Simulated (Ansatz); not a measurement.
Input:

CoTaS2:
```
CoTaS2
1.0
    3.30531     0.00000     0.00000
   -1.65265     2.86248     0.00000
    0.00000     0.00000     5.70631
S Ta Co
2 1 1
Direct
  0.66667   0.33333   0.71959
  0.33333   0.66667   0.28041
  0.00000   0.00000   0.00000
  0.00000   0.00000   0.50000
```

This is the PBE+D3(BJ)-relaxed structure.

Problem. All from PBE+D3(BJ) (plane waves, PAW; program Ansatz), unless another level is named. Give the electronic character.

Solution. metallic (no gap).

Problem. Predict the formation energy from the elements (no fitted shifts).

Solution. -0.75 eV/atom.

Problem. Predict the density of states at the Fermi level.

Solution. 0.29 states/eV per atom (mean over ±0.08 eV).

Problem. And the gap with spin–orbit coupling?

Solution. none (metallic).

Space group P-3m1. The cell is a constructed one: a structure type filled with these elements; neither database checked (COD, Materials Project) lists it. Whether it is the stable phase at ambient conditions was not checked. The PBE+D3(BJ) relaxation kept the symmetry of its start; of distortions, only those at the zone centre were tested. The workflow began spin-polarised and lost its moments. The references are the lowest solids computed at this level, not always the standard phases. Scalar-relativistic: spin–orbit coupling is off unless named, which matters more the heavier the elements.

Potentials: the later of the program's two PAW sets.
